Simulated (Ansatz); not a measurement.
Pd (fcc (Cu type), Fm-3m) at seven volumes, r²SCAN in the plane-wave PAW code Ansatz, scaled uniformly. One row is withheld.

```csv
V (Å³/atom),P (GPa)
13.571,22.69
14.019,13.62
14.466,?
14.913,0.00
15.361,-5.06
15.808,-9.20
16.256,-12.57
```

Problem. Fit the shown pressures and predict the withheld one.

Solution. P = (3/2)B₀(x^(7/2) − x^(5/2))[1 + (3/4)(B′ − 4)(x − 1)] with x = (V₀/V)^(2/3). Least squares on the six rows gives V₀ = 14.913 Å³/atom, B₀ = 185 GPa, B′ = 5.55. At V = 14.466, x = 1.0205 and P = 6.13 GPa. The run itself gave 6.15 GPa.

Symmetry was held in the r²SCAN relaxation. The run is not spin-polarised.

Potentials: the later of the program's two PAW sets.
